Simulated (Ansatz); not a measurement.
LiTaO$_{3}$:
```yaml
crystal:
  lattice:
    - [2.56994, 1.48375, 4.59038]
    - [-2.56994, 1.48375, 4.59038]
    - [0.00000, -2.96751, 4.59038]
  atoms:
    - { symbol: Li, position: [0.70523, 0.70523, 0.70523] }
    - { symbol: Li, position: [0.20523, 0.20523, 0.20523] }
    - { symbol: Ta, position: [0.98836, 0.98836, 0.98836] }
    - { symbol: Ta, position: [0.48836, 0.48836, 0.48836] }
    - { symbol: O, position: [0.62304, 0.87046, 0.26262] }
    - { symbol: O, position: [0.87046, 0.26262, 0.62304] }
    - { symbol: O, position: [0.26262, 0.62304, 0.87046] }
    - { symbol: O, position: [0.76262, 0.37046, 0.12304] }
    - { symbol: O, position: [0.37046, 0.12304, 0.76262] }
    - { symbol: O, position: [0.12304, 0.76262, 0.37046] }
```

Relaxed with PBEsol.

Q: Map the electron localisation function on the plane through (0.705, 0.705, 0.705) spanned by u = [1, -1, 0] and v = [1, 1, 1] in lattice vectors, from PBEsol in the plane-wave PAW code Ansatz.

A: x is the fraction of u, y of v (the angle between them is 90°; rows are the nearest grid lines); atoms in the plane: Li at (0.00, 0.00), Li at (0.00, 0.50), Ta at (0.00, 0.28), Ta at (0.00, 0.78), O at (0.38, 0.55), O at (0.62, 0.05).
```
y \ x   0.000  0.0769  0.192  0.269  0.346  0.462  0.538  0.654  0.731  0.808  0.923   1.00
------  -----  ------  -----  -----  -----  -----  -----  -----  -----  -----  -----  -----
1.00    0.999   0.922  0.014  0.031  0.047  0.439  0.771  0.817  0.757  0.272  0.872  0.999
0.925   0.035   0.108  0.755  0.826  0.818  0.487  0.105  0.043  0.048  0.055  0.050  0.035
0.850   0.315   0.172  0.762  0.798  0.801  0.698  0.173  0.037  0.075  0.086  0.172  0.315
0.775   0.036   0.613  0.200  0.063  0.056  0.040  0.340  0.723  0.612  0.196  0.589  0.036
0.700   0.077   0.075  0.120  0.097  0.044  0.325  0.801  0.643  0.714  0.809  0.109  0.077
0.625   0.013   0.013  0.046  0.224  0.466  0.288  0.101  0.178  0.197  0.087  0.019  0.013
0.550   0.044   0.020  0.735  0.835  0.379  0.750  0.733  0.072  0.026  0.024  0.016  0.044
0.450   0.037   0.011  0.033  0.056  0.106  0.078  0.130  0.580  0.640  0.443  0.013  0.037
0.375   0.068   0.085  0.104  0.086  0.046  0.288  0.773  0.591  0.538  0.827  0.173  0.068
0.300   0.189   0.672  0.158  0.175  0.258  0.045  0.054  0.348  0.242  0.164  0.694  0.189
0.225   0.613   0.336  0.743  0.699  0.619  0.803  0.314  0.044  0.108  0.100  0.375  0.613
0.150   0.030   0.071  0.472  0.663  0.674  0.231  0.088  0.080  0.041  0.032  0.038  0.030
0.0750  0.006   0.011  0.023  0.024  0.061  0.658  0.814  0.752  0.827  0.650  0.027  0.006
0.000   0.999   0.922  0.014  0.031  0.047  0.439  0.771  0.817  0.757  0.272  0.872  0.999
```

The density is the valence pseudo-density with augmentation charge, so density and ELF within about 1 Å of a nucleus are not all-electron values.

Space group R3c. The PBEsol relaxation kept the symmetry of its start. The run is not spin-polarised. Spin–orbit coupling is left out wherever it is not named.

Potentials: the later of the program's two PAW sets.
